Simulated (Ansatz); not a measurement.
## YbI₂ in the CdI2-type structure

Computed with Ansatz (plane waves, PAW, 420 eV cutoff): PBEsol, scalar-relativistic, no spin polarisation, 8×8×6 k-mesh, Gaussian smearing of 0.05 eV. The datasets are Ansatz's generated set soft_2.

```xyz
3
Lattice="4.3585 0.0000 0.0000 -2.1792 3.7746 0.0000 0.0000 0.0000 7.1165" Properties=species:S:1:pos:R:3 pbc="T T T"
Yb    0.0000    0.0000    0.0000
I     0.0000    2.5164    1.7828
I     2.1792    1.2582    5.3337
```

This is a trial structure made by placing the elements on a prototype's sites, so it needn't be the stable form.

The cell has space group P-3m1 (read at 0.01 Å). In it the stress is -0.02, -0.02, -0.01, 0.00, 0.00, 0.00 GPa and the largest force component 0.000 eV/Å. Each change below starts from this cell, without further relaxation. Stress is in GPa, positive in compression, in the order xx, yy, zz, yz, xz, xy; energies are counted from the cell above.

What happens when atom 3 (I) is moved by 0.12 Å along z?

The energy changes by 26.7 meV per cell, and the force on it along the shift is -0.451 eV/Å (−F/u = 3.76 eV/Å²). Stress: 0.75, 0.75, 1.09, 0.00, 0.00, 0.00.
```tsv
atom	Fx (eV/Å)	Fy	Fz
Yb1	0.000	0.000	0.371
I2	0.000	0.000	0.081
I3	0.000	0.000	-0.451
```
In a harmonic crystal the energy would rise by −½F·u = ½ × 3.76 × 0.12² eV = 27.1 meV, which matches.

What stress follows from an engineering strain of 3 % in xz, atoms carried along?

0.04, 0.00, 0.03, -0.03, -0.69, 0.31 GPa; the energy changes by 7.5 meV per cell. The gap on the mesh goes from 0.67 eV to 0.66 eV.
| atom | Fx (eV/Å) | Fy | Fz |
| --- | --- | --- | --- |
| Yb1 | 0.000 | 0.000 | 0.000 |
| I2 | -0.131 | -0.006 | 0.009 |
| I3 | 0.131 | 0.006 | -0.009 |
The change of the stress over the strain gives a clamped-atom stiffness of about 23 GPa for this component.
In a harmonic crystal the energy would rise by V(½Cε² − σ₀ε), with σ₀ the stress of the unstrained cell, = 7.5 meV, which matches.

For elements this heavy, spin–orbit coupling would shift levels and gaps; it isn't included here. The structure is built of weakly bound layers, and this functional has no dispersion term, so their spacing and all that hangs on it (volume, the soft elastic constants, low modes, dielectric constants) are poorly given.
